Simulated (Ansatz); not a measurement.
# Structure relaxation, Hf

The start is a relaxed Hf cell deformed by the Cartesian strain tensor (xx, yy, zz, yz, xz, xy) = (0.054, -0.006, 0.066, 0.117, 0.044, 0.043). A full variable-cell relaxation at zero pressure is run with PBE (plane waves to 420 eV, PAW, scalar-relativistic; Ansatz, a program for electronic structure). First-step values are on the input's coarse k-mesh.

Ansatz input (later rounds restart from its end on a renewed k-mesh):
Ansatz 0.2 input:
```yaml
crystal:
  lattice:
    - [3.3771460864, 0.1361752454, 0.1393793688]
    - [-1.5706418213, 2.6901155437, 0.2563554585]
    - [0.2204990924, 0.5956009966, 5.4034949989]
  atoms:
    - { symbol: Hf, position: [0.3333333333, 0.6666666667, 0.75] }
    - { symbol: Hf, position: [0.6666666667, 0.3333333333, 0.25] }
basis: { ecutwfc: 420, ecutrho_ratio: 4, xc_grid: 2, fft_grid_basis: typed }
kpoints: { mp_grid: { grid: [11, 12, 6] } }
hamiltonian:
  xc: pbe
  dispersion: none
  pseudopotentials: { azcp: { folder: ./paw }, kind: paw }
scf: { occupations: { method: fermi_dirac, width: 0.05 } }
relax: { f_tol: 0.01, max_steps: 100, cell: { stress_tol: 0.02 } }
output: { forces: true, stress: true }
```

```yaml
initial_pressure: "-7.8 GPa (negative: the cell is under tension)"
energy_released: 0.26 eV/atom
volume_change: -9.0 %, from 24.76 to 22.53 Å³/atom
relative_to_the_parent: It returns to the parent structure, P6₃/mmc (No. 194)
Shortest distances (start → end): "The closest pairs of elements (up to four, under 3.6 Å), start → end: Hf–Hf 2.92 → 3.14 Å"
band_gap_at_the_end: no gap (metallic)
optimiser_moves: 10
```

It ends as:

Space group P6₃/mmc (No. 194); a = b = 3.2041 Å, c = 5.0689 Å, α = β = 90.00°, γ = 120.00°

```csv
atom,site,symmetry,x,y,z
Hf,2c,-6m2,0.3333,0.6667,0.2500
```

Final values are on a 17×17×9 k-mesh of the relaxed cell. No spin polarisation in the result.

The run could not lose the symmetry of its start.
